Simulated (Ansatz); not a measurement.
## Computed properties of C

C:
```cif
data_C8
_chemical_formula_sum 'C8'
_space_group_name_H-M_alt 'P 1'
_space_group_IT_number 1
_cell_length_a 4.87704
_cell_length_b 4.87704
_cell_length_c 4.87704
_cell_angle_alpha 120.013
_cell_angle_beta 73.569
_cell_angle_gamma 141.504
loop_
_space_group_symop_operation_xyz
  'x, y, z'
loop_
_atom_site_label
_atom_site_type_symbol
_atom_site_fract_x
_atom_site_fract_y
_atom_site_fract_z
_atom_site_occupancy
C1 C 0.41156 0.00000 0.91156 1
C2 C 0.58844 0.50000 0.58844 1
C3 C 0.58844 0.00000 0.08844 1
C4 C 0.41156 0.50000 0.41156 1
C5 C 0.44879 0.87562 0.57317 1
C6 C 0.80245 0.87562 0.92683 1
C7 C 0.55121 0.12438 0.42683 1
C8 C 0.19755 0.12438 0.07317 1
```

Space group Imma (No. 74); conventional cell a = 4.8760 Å, b = 7.8120 Å, c = 3.2155 Å, α = β = γ = 90.00°.

Method: PBEsol in the plane-wave PAW code Ansatz. Geometry: relaxed at this level of theory. Other levels are named where they apply.

**Cell and energy**

```yaml
volume_per_atom: 7.66 Å³
density: 2.61 g/cm³
```

**Electronic structure**

```yaml
electronic_character: no gap, with almost no states at the Fermi level (zero-gap or semimetallic)
Density of states at the Fermi level: 0.02 states/eV per atom (mean over ±0.08 eV)
HSE06 gap on the PBEsol cell: 0.29 eV (a hybrid on a coarse mesh can open a false gap in a semimetal)
```

**Mechanics**

```yaml
Bulk modulus (Birch–Murnaghan fit): 136 GPa
Pressure derivative B′: 4.8
```

**Phonons**

```yaml
highest_zone_centre_frequency: 43.90 THz
zone_centre_stability: no imaginary mode at Γ
```

The start of the workflow was typed in or built on a structure type; neither database checked (COD, Materials Project) lists it. It is not the phase usual at ambient conditions (space group No. 194, 227). The cell was relaxed with PBEsol under the symmetry of its start. As this level gives no gap, phonon frequencies hold no LO–TO term and depend on the k-mesh and smearing (Fermi–Dirac, 0.1 eV here).

Potentials: the later of the program's two PAW sets.
